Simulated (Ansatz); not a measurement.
Nb (fcc): energy against volume

Theory: Ansatz 0.2.0, DFT, LDA (PW92), plane waves (420 eV) with PAW, scalar-relativistic. The PAW files were generated under PBE, with cores re-solved for the functional.

The cell is scaled uniformly from the relaxed one, with fractional coordinates and shape fixed. Energies are extrapolated to zero smearing, pressures are those at the given smearing. Magnetic state: spin not included.

A Birch-Murnaghan fit gives V₀ = 17.71 Å³/atom, B₀ = 182 GPa, B₀′ = 3.6.

Question: What are the energy above the minimum and the pressure at 15.637 Å³/atom?

Answer: 166.5 meV/atom and 28.51 GPa as computed.

Question: What are the energy above the minimum and the pressure at 16.348 Å³/atom?

Answer: 67.2 meV/atom and 17.00 GPa as computed.

Question: What are the energy above the minimum and the pressure at 18.480 Å³/atom?

Answer: 17.8 meV/atom and -6.97 GPa as computed.
